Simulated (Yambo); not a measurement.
Yambo run on CsCl (CsCl type, space group Pm-3m, No. 221). The wavefunctions come from this Quantum ESPRESSO step (PBEsol, PseudoDojo standard norm-conserving files, fully relativistic):

```
&CONTROL
  calculation = 'nscf'
  pseudo_dir = './pseudo'
  outdir = './out'
/
&SYSTEM
  ibrav = 0
  nat = 2
  ntyp = 2
  ecutwfc = 58.0
  ecutrho = 232.0
  occupations = 'fixed'
  force_symmorphic = .true.
  nbnd = 197
  noncolin = .true.
  lspinorb = .true.
/
&ELECTRONS
  conv_thr = 2e-09
  diago_full_acc = .true.
  diago_thr_init = 1e-08
/
ATOMIC_SPECIES
Cl 35.4500 Cl.upf
Cs 132.9055 Cs.upf
CELL_PARAMETERS angstrom
  4.065466002000   0.000000000000   0.000000000000
  0.000000000000   4.065466002000   0.000000000000
  0.000000000000   0.000000000000   4.065466002000
ATOMIC_POSITIONS crystal
Cl   0.500000000000   0.500000000000   0.500000000000
Cs   0.000000000000   0.000000000000   0.000000000000
K_POINTS automatic
4 4 4 0 0 0
```

Yambo input:

```
rim_cut
gw0
dyson
el_el_corr
HF_and_locXC
ppa
em1d
RandQpts= 1000000
RandGvec= 1 Ry
EXXRLvcs= 58 Ry
VXCRLvcs= 232 Ry
Chimod= "HARTREE"
% BndsRnXp
 1 | 196 |
%
NGsBlkXp= 7 Ry
% LongDrXp
 1.0 | 1.0 | 1.0 |
%
PPAPntXp= 27.2114 eV
% GbndRnge
 1 | 196 |
%
GTermKind= "BG"
DysSolver= "n"
ExtendOut
% QPkrange
 1 | 1 | 14 | 18 |
 3 | 3 | 16 | 17 |
 6 | 6 | 16 | 17 |
 10 | 10 | 16 | 17 |
%
```

k points by index: 1 = Γ, 3 = X, 6 = M, 10 = R.

Table of the .qp output:

```
#    K-point    Band    Eo [eV]    E [eV]    E-Eo [eV]    Vxc [eV]    Vnlxc [eV]    Sc|Eo [eV]    Sc|E [eV]    dSc/dw|Eo [eV]    Re(Z)    Im(Z)
#
    1    14    -0.67974E-13    -1.804618    -1.804618    -14.08420    -18.47499    2.168256    2.586177    -6.301362    0.811969    -0.001179
    1    15    0.000000    -1.801107    -1.801107    -14.08420    -18.47501    2.172605    2.589700    -6.301158    0.811974    -0.001178
    1    16    0.000000    -1.796464    -1.796464    -14.08420    -18.47499    2.178290    2.594328    -6.301428    0.811968    -0.001179
    1    17    5.152252    6.020501    0.868249    -7.929191    -3.748571    -3.173247    -3.312371    -4.359760    0.861906    -0.949741E-3
    1    18    5.152252    5.996794    0.844542    -7.929191    -3.748552    -3.200772    -3.336098    -4.359763    0.861906    -0.949741E-3
    3    16    -0.320320    -2.153908    -1.833589    -13.65818    -18.17749    2.256917    2.685719    -6.363247    0.810473    -0.001204
    3    17    6.264342    7.210662    0.946319    -8.232689    -3.711401    -3.417193    -3.574969    -4.536352    0.857111    -0.001003
    6    16    -0.156678    -1.974309    -1.817631    -13.95610    -18.47174    2.271454    2.698013    -6.385538    0.809935    -0.001197
    6    17    5.776146    6.673065    0.896919    -8.057831    -3.724436    -3.292359    -3.436476    -4.371860    0.861576    -0.952748E-3
    10    16    -1.284039    -3.206131    -1.922092    -12.47007    -17.16595    2.326470    2.773788    -6.332442    0.811218    -0.001024
    10    17    8.535253    9.583066    1.047813    -10.69694    -5.840769    -3.607505    -3.808359    -5.214701    0.839174    -0.002513
```
(The two width columns are left out.) Convergence of these settings isn't established.

Geometry relaxed with PBEsol.
